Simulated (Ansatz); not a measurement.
GaBi:
```xyz
2
Lattice="4.3223 0.0000 0.0000 -2.1612 3.7433 0.0000 0.0000 0.0000 3.5569" Properties=species:S:1:pos:R:3 pbc="T T T"
Ga     0.0000     0.0000     0.0000
Bi     2.1612     1.2478     1.7784
```

Relaxed with PBE. Special points in fractions of this cell's reciprocal vectors: Γ (0.000, 0.000, 0.000); M (0.500, 0.000, 0.000); K (0.333, 0.333, 0.000); A (0.000, 0.000, 0.500); L (0.500, 0.000, 0.500); H (0.333, 0.333, 0.500).

List the band energies nearest the Fermi level at these points for the program Ansatz at the PBE level (PAW).

In eV from the Fermi level; about four levels below and three above (degenerate sets whole), none deeper than 8.9 eV; points with the same levels are listed once.

```json
[
 {"k": "Γ", "below": "-3.00 -0.65 -0.65", "above": "0.81 3.19 3.19"},
 {"k": "M", "below": "-6.91 -2.14 -0.39", "above": "2.47 5.09 5.28"},
 {"k": "K", "below": "-6.94 -3.93", "above": "2.91 3.48 3.59"},
 {"k": "A", "below": "-6.97", "above": "1.47 1.47 1.73"},
 {"k": "L", "below": "-5.11 -3.45 -3.31", "above": "0.46 2.11 3.28"},
 {"k": "H", "below": "-4.38 -3.91 -3.27 -1.27", "above": "0.21 6.60 6.89"}
]
```

Space group P-6m2. The cell is a constructed one: a structure type filled with these elements; neither database checked (COD, Materials Project) lists it. Whether it is the stable phase at ambient conditions was not checked. The cell was relaxed with PBE under the symmetry of its start; whether a distortion lowers the energy is not shown. Spin–orbit coupling is left out wherever it is not named.

Potentials: the later of the program's two PAW sets.
